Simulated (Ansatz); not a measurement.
## Cu (Fm-3m), elastic constants by finite strains: input and output

Computed with PBEsol, all-electron PAW in Ansatz 0.2.0, datasets made for the crystal, scalar-relativistic; not a measurement.

The cell comes from a PAW relaxation under the same functional.

Command line:

```sh
ansatz run input.yaml --threads 1 --pin off --max-ram 2560MiB --backend cpu --events-out ev --progress --plain --runs-dir out
```

input.yaml:

```yaml
crystal:
  lattice:
    - [0.0, 1.78158995739, 1.78158995739]
    - [1.78158995739, 0.0, 1.78158995739]
    - [1.78158995739, 1.78158995739, 0.0]
  atoms:
    - { symbol: Cu, position: [0.0, 0.0, 0.0] }
kpoints:
  mp_grid: { grid: [28, 28, 28] }
scf:
  occupations: { method: fermi_dirac, width: 0.05 }
hamiltonian:
  xc: pbesol
  pseudopotentials: { kind: all_electron, datasets: crystal }
elastic:
  mode: relaxed_ion
  stencil: four_point
  amplitude: 0.003
```

The program printed:

```
Warning: RAYON_NUM_THREADS=1 ignored (pool sized by the plan → 1); use --threads N
hamiltonian.pseudopotentials.datasets: crystal makes datasets for this crystal and solves the spheres of its atoms anew in each pass: cutoff 340.0 eV, the density's 1360.0 eV; recipe 56832c4a21bf.33, for an error of 0.50 meV an ...
Engine: ansatz 0.2.0, x86_64-unknown-linux-gnu
Pseudopotentials: kind: all_electron
Pseudopotential: Cu, paw, valence charge 19, recommended cutoff 340 eV (normal), crystal/all_electron/pbesol/scalar/gaussian/Cu, Koelling and Harmon's equation, gaussian nucleus
Functional definition: PBEsol
  exchange = pbesol_x
  correlation = pbesol_c
Crystal: 1 atoms, lattice volume = 11.310 Å³
Basis set: ecut = 340 eV, 169 PW (Γ), exchange–correlation on 32×32×32 points (8 copies of the dense FFT grid, shifted against one another)
Bands: 10, of which v1, the nominal top of the filled ones, is band 6 counted from 1 (5 counted from 0)
Symmetry: 48 space group operations
Space group: Fm-3m (ITA 225), of the structure as read, at distance tolerance 2.2e-5 Å
k-points: 624 of 21952
Non-local potential: Cu, projectors of the file, l = 0: 1, l = 1: 1, l = 2: 2
PAW form: soft (Blöchl's): semilocal exchange-correlation on the pseudo side does not see the compensation charge
PAW one-centre angular grid: Cu, 590 points (default); XC on its mesh's 1885 points in the sphere
Initial density: superposition of atomic densities (neutral atoms: chi_scale 0, normalization atom)
Initial wavefunctions: pseudopotential atomic-orbital guess
Functional: x = pbesol(κ = 0.804, μ = 0.12345679012345678), c = pbesol(β = 0.046)
iter 1 solved again at ethr=3.59e-2 eV; its pass at ethr=1.00e-1 eV (dr2=3.95e0 eV) is discarded
SCF iter   1: F=—  HF=-44998.890351 eV  |F-HF|=—  |Δ(HF+E_count)|=         —  Δρ=2.17e-1  dr2=3.98e0  ethr=3.59e-2  ⟨swp⟩=2.0  Hψ=35887  notcnv=0
[... 145 lines left out ...]
  dense FFT box of the reference and of every strained cell: 16×16×16
  strains applied: 11, 23; error gains: componentwise 1.00 (the most a stress slope's error grows in a printed constant), spectral 1.73 (1 for all six strains in a standard setting)
  C = ∂σ_k/∂η_j (tension-positive GPa; Voigt order 11 22 33 23 13 12):
       214.238    145.714    145.714     -0.000      0.000      0.000
       145.714    214.238    145.714      0.000     -0.000     -0.000
       145.714    145.714    214.238      0.000     -0.000     -0.000
         0.000     -0.000      0.000    102.247      0.000      0.000
         0.000     -0.000      0.000     -0.000    102.247      0.000
         0.000     -0.000      0.000      0.000      0.000    102.247
  reference stress σ⁰ (GPa):     -0.034     -0.034     -0.034      0.000      0.000     -0.000
  C* (energy form; C + prestress term) asymmetry max|C*_kj − C*_jk| = 5.684e-14 GPa — a small one proves nothing (zero by symmetry where the batch's group is 432, −43m or m−3m); a large one is finite-difference/SCF noise where ...
  moduli (Voigt/Reuss/Hill, GPa): K = 168.55/168.55/168.55   G = 75.05/57.00/66.03   E = 175.21   ν = 0.327
  mechanically stable: yes (min eigenvalue of sym C = 68.52 GPa)
  where every solve meets its electron count the energy-path curvature estimates C_jj along a normal strain and C_jj − ¼(σ⁰_aa + σ⁰_bb) along a shear (ab), closely only under elastic.basis: deformed
  strain η (Voigt 11):  stress-route row diagonal C_11 = 214.24 GPa, energy-path curvature d²(F+E_count)/dδ²/Ω₀ = 214.61 GPa
    cells at ±δ against ±2δ: C11 214.20 and 214.10 GPa, apart by 0.05 % of the column's largest entry
         δ    σ_11 (GPa)             F (eV)   n_scf  n_hpsi   n_pw
    -6.000e-3      -1.3382      -44997.9001437       9  413284    170   relax 0 steps, max|allowed force component| 0.00e0 eV/Å
    -3.000e-3      -0.6813      -44997.9003573       4  228149    170   relax 0 steps, max|allowed force component| 0.00e0 eV/Å
     3.000e-3       0.6039      -44997.9003720       5  257658    170   relax 0 steps, max|allowed force component| 0.00e0 eV/Å
     6.000e-3       1.2310      -44997.9001773       8  362406    170   relax 0 steps, max|allowed force component| 0.00e0 eV/Å
  strain η (Voigt 23):  stress-route row diagonal C_44 = 102.25 GPa, energy-path curvature d²(F+E_count)/dδ²/Ω₀ = 102.48 GPa
    cells at ±δ against ±2δ: C44 102.21 and 102.09 GPa, apart by 0.11 % of the column's largest entry
         δ    σ_23 (GPa)             F (eV)   n_scf  n_hpsi   n_pw
    -6.000e-3      -0.6126      -44997.9003028       7  699989    170   relax 0 steps, max|allowed force component| 0.00e0 eV/Å
    -3.000e-3      -0.3066      -44997.9004003       6  511267    170   relax 0 steps, max|allowed force component| 0.00e0 eV/Å
     3.000e-3       0.3066      -44997.9004002       6  495214    170   relax 0 steps, max|allowed force component| 0.00e0 eV/Å
     6.000e-3       0.6126      -44997.9003028       6  567724    170   relax 0 steps, max|allowed force component| 0.00e0 eV/Å
```

Self-consistency was reached.

### Elastic constants

Elastic constants of a crystal by Kohn-Sham DFT: slopes of the stress over finite engineering strains of the given cell, Voigt indices, Cartesian axes as in the input.

| Quantity | Value |
| --- | --- |
| Pressure at rest | 0.034 GPa |
| Least elastic eigenvalue | 68.52 GPa |
| Elastically stable | yes |

| index | elastic (GPa) |
| --- | --- |
| 11 | 214.2 |
| 12 | 145.7 |
| 44 | 102.2 |

Strained cells:

Stress of each strained cell less that at rest, tension positive.

```csv
strain component,strain,stress xx (GPa),stress yy (GPa),stress zz (GPa),stress yz (GPa),stress xz (GPa),stress xy (GPa),relaxation steps
xx,-0.006,-1.304,-0.893,-0.893,0,0,0,0
xx,-0.003,-0.6475,-0.4417,-0.4417,0,0,0,0
xx,0.003,0.6377,0.4328,0.4328,0,0,0,0
xx,0.006,1.265,0.8569,0.8569,0,0,0,0
yz,-0.006,-0.0002,-0.0102,-0.0102,-0.6126,0,0,0
yz,-0.003,-0.0001,-0.0025,-0.0025,-0.3066,0,0,0
yz,0.003,-0.0001,-0.0025,-0.0025,0.3066,0,0,0
yz,0.006,-0.0002,-0.0102,-0.0102,0.6126,0,0,0
```

Elastic moduli:

Hill averages of a grain aggregate, Debye temperature from the mean sound speed over directions.

```json
{
 "Bulk modulus": "168.6 GPa",
 "Shear modulus": "66.03 GPa",
 "Young modulus": "175.2 GPa",
 "Poisson ratio": "0.3268",
 "Bulk over shear modulus": "2.553",
 "Elastic anisotropy index": "1.583",
 "Least young modulus": "96.26 GPa",
 "Largest young modulus": "255.1 GPa",
 "Longitudinal sound speed": "5244 m/s",
 "Transverse sound speed": "2660 m/s",
 "Elastic debye temperature": "388.1 K",
 "Linear compressibility (x, y, z)": "1.978, 1.978, 1.978 1/TPa",
 "Zener ratio": "2.984",
 "Cauchy pressure": "43.47 GPa"
}
```

Caveats: responses of metals move with mesh and smearing.

Time and hardware: 4.4 min on 1 thread of Intel(R) Xeon(R) 6975P-C (Granite Rapids) (shared host), peak memory 1.4 GiB.
